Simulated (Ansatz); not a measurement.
Consider the following.

BN:
```
CELL_PARAMETERS angstrom
      2.49701     0.00000     0.00000
      0.00000     2.49701     0.00000
      0.00000     0.00000     4.30622
ATOMIC_POSITIONS crystal
  B  0.00000 0.50000 0.00000
  B  0.50000 0.00000 0.50000
  N  0.00000 0.00000 0.25000
  N  0.00000 0.00000 0.75000
```

This is the PBE-relaxed structure.

Problem. All from PBE in the plane-wave PAW code Ansatz, unless another level is named. Give the electronic character.

Solution. metallic (no gap).

Problem. And the formation energy from the elements (no fitted shifts)?

Solution. 0.61 eV/atom.

Problem. Next, the density of states at the Fermi level?

Solution. 0.29 states/eV per atom (mean over ±0.08 eV).

Space group P4_2/mmc. A made-up cell: these elements were put on the sites of a structure type; neither database checked (COD, Materials Project) lists it. It is not the phase usual at ambient conditions (space group No. 186, 194, 216). The cell was relaxed with PBE under the symmetry of its start; whether a distortion lowers the energy is not shown. The references are the lowest solids computed at this level, not always the standard phases (solids in place of the gases).

Potentials: the later of the program's two PAW sets.
